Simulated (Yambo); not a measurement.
Yambo run on K2PdC2 (space group P-3m1, No. 164). The wavefunctions are norm-conserving LDA (Quantum ESPRESSO, 82 Ry, scalar-relativistic) ones on a 3×3×2 mesh (22 occupied bands); a = b = 5.1182 Å, c = 5.2581 Å, α = β = 90.00°, γ = 120.00°.

Yambo input:

```
rim_cut
gw0
dyson
el_el_corr
HF_and_locXC
ppa
em1d
RandQpts= 1000000
RandGvec= 1 Ry
EXXRLvcs= 82 Ry
VXCRLvcs= 328 Ry
Chimod= "HARTREE"
% BndsRnXp
 5 | 121 |
%
NGsBlkXp= 5 Ry
% LongDrXp
 1.0 | 1.0 | 1.0 |
%
PPAPntXp= 27.2114 eV
% GbndRnge
 1 | 121 |
%
GTermKind= "BG"
DysSolver= "n"
ExtendOut
% QPkrange
 2 | 2 | 22 | 22 |
 4 | 4 | 22 | 23 |
%
```

k points by index: 2 = A, 4 = (0, 0.333, -0.5).

Table of the .qp output:

```
#    K-point    Band    Eo [eV]    E [eV]    E-Eo [eV]    Vxc [eV]    Vnlxc [eV]    Sc|Eo [eV]    Sc|E [eV]    dSc/dw|Eo [eV]    Re(Z)    Im(Z)
#
    2    22    0.000000    -0.413693    -0.413693    -20.01377    -24.06251    3.508594    3.635049    -8.314431    0.765957    -0.001754
    4    22    -0.020994    -0.431995    -0.411001    -19.88538    -23.91420    3.492487    3.617819    -8.294557    0.766386    -0.001750
    4    23    1.677619    2.334298    0.656679    -9.949034    -6.217307    -2.922735    -3.075048    -6.310337    0.811751    -0.001491
```
(The two width columns are left out.) Convergence of these settings isn't established.

Spin-orbit coupling is not included.

Geometry of the Materials Project entry, not relaxed at this level.

The structure is a Materials Project entry; no match was found in the copy of COD used, and its stability was not checked.
